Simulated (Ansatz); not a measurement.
Equation of state of GaCuSe2

A database entry relaxed whole under r2SCAN (I-42d):

```
CELL_PARAMETERS angstrom
-2.80409 2.80409 5.54655
2.80409 -2.80409 5.54655
2.80409 2.80409 -5.54655
ATOMIC_POSITIONS crystal
Ga 0.50000 0.50000 0.00000
Ga 0.25000 0.75000 0.50000
Cu 0.00000 0.00000 0.00000
Cu 0.75000 0.25000 0.50000
Se 0.37500 0.37133 0.49633
Se 0.62867 0.12500 0.00367
Se 0.87500 0.87867 0.50367
Se 0.12133 0.62500 0.99633
```

The cell was scaled uniformly, its shape held, and the atoms relaxed at each volume with plane-wave PAW DFT (Ansatz 0.2.0; r2SCAN, 500 eV, 9×9×9 Γ-centred mesh, fermi-dirac occupations of width 0.100 eV; no spin, no spin-orbit coupling). One row is withheld.

```csv
volume (Å³/atom),energy over the lowest (meV/atom),pressure (GPa)
20.498,19.4,5.03
20.934,8.3,3.16
21.370,2.0,1.50
21.806,0.0,0.01
22.242,?,?
22.678,7.0,-2.48
23.114,15.2,-3.52
```

Fit the pressures of the other rows to the third-order Birch-Murnaghan form.

With f = [(V₀/V)^(2/3) − 1]/2 and P = 3B₀f(1 + 2f)^(5/2)[1 + 3(B₀′ − 4)f/2], least squares gives V₀ = 21.81 Å³ an atom, B₀ = 69.7 GPa and B₀′ = 4.8; the rows miss the fit by less than 0.01 GPa. The slope of the energies differs from these pressures by less than 0.05 GPa.

What does the withheld row hold?

The fit gives -1.30 GPa at 22.242 Å³; the run gave -1.31 GPa and 1.8 meV an atom.

Caveats: the shape of the cell was held, so B₀ is an upper bound where the axes differ in stiffness; 0 K, fixed nuclei; the symmetry was kept, and this need not be the phase that is stable at 0 K; one mesh for all volumes; pressure is positive in compression.
